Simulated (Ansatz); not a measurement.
CdS:
```
CELL_PARAMETERS angstrom
      4.12396     0.00000     0.00000
     -2.06198     3.57145     0.00000
      0.00000     0.00000     6.70929
ATOMIC_POSITIONS crystal
  Cd 0.66667 0.33333 0.00088
  Cd 0.33333 0.66667 0.50088
  S  0.66667 0.33333 0.62432
  S  0.33333 0.66667 0.12432
```

Cartesian axes are those of the cell as given.

Q: Give the proper piezoelectric stress tensor with relaxed ions from PBEsol in the plane-wave PAW code Ansatz.

A: In C/m², rows x, y, z, Voigt columns; mesh uncertainty up to 0.01.
```
 0.00   0.00   0.00   0.00   0.17   0.00
 0.00   0.00   0.00   0.17   0.00   0.00
 0.23   0.23  -0.41   0.00   0.00   0.00
```

The elastic tensor of the same run (GPa):

```
85.8  52.4  45.0   0.0   0.0   0.0
52.4  85.8  45.0   0.0   0.0   0.0
45.0  45.0  94.7   0.0   0.0   0.0
 0.0   0.0   0.0  15.1   0.0   0.0
 0.0   0.0   0.0   0.0  15.1   0.0
 0.0   0.0   0.0   0.0   0.0  16.7
```

Q: Convert to strain constants d = e·S.

A: In pC/N:
```
 0.0   0.0   0.0   0.0  11.4   0.0
 0.0   0.0   0.0  11.4   0.0   0.0
 4.4   4.4  -8.5   0.0   0.0   0.0
```

Space group P6_3mc (wurtzite). The PBEsol relaxation kept the symmetry of its start.

Potentials: the later of the program's two PAW sets.
